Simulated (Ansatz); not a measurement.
TiO$_{2}$:
```cif
data_O8Ti4
_chemical_formula_sum 'Ti4 O8'
_space_group_name_H-M_alt 'I41/amd :1'
_space_group_IT_number 141
_space_group_name_Hall 'I 4bw 2bw -1bw'
_cell_length_a 3.76051
_cell_length_b 3.76051
_cell_length_c 9.58956
_cell_angle_alpha 90.000
_cell_angle_beta 90.000
_cell_angle_gamma 90.000
loop_
_atom_site_label
_atom_site_type_symbol
_atom_site_symmetry_multiplicity
_atom_site_Wyckoff_symbol
_atom_site_fract_x
_atom_site_fract_y
_atom_site_fract_z
_atom_site_occupancy
Ti1 Ti 4 a 0.00000 0.00000 0.00000 1
O1 O 8 e 0.00000 0.00000 0.20615 1
```
(The calculation used a cell of 6 atoms; values per cell refer to that cell.)

Relaxed at zero pressure with HSE06 (plane waves, PAW; program Ansatz).

**Question.** The volume is lowered by 6 % and shape and atoms relax at that volume. What pressure results, and how do the axes share the change?

**Answer.** 13.5 GPa; a -1.0 %, b -1.0 %, c -4.1 %; the energy rises by 28 meV/atom.

**Question.** Give the new structure.

**Answer.** 
Space group I4₁/amd, origin choice 1 (No. 141); a = b = 3.7234 Å, c = 9.1946 Å, α = β = γ = 90.00°

```json
[
 {"atom": "Ti", "site": "4a", "symmetry": "-4m2", "x": "0.0000", "y": "0.0000", "z": "0.0000"},
 {"atom": "O", "site": "8e", "symmetry": "2mm.", "x": "0.0000", "y": "0.0000", "z": "0.2114"}
]
```

The phase is kept; no other phase was compared at this pressure.

Space group I4_1/amd (anatase). The cell was relaxed with HSE06 under the symmetry of its start. The run is not spin-polarised.

Potentials: the earlier of the program's two PAW sets. The files were generated under PBE; for other functionals the program regenerates the frozen cores, and for LDA and PBEsol the local potential too.
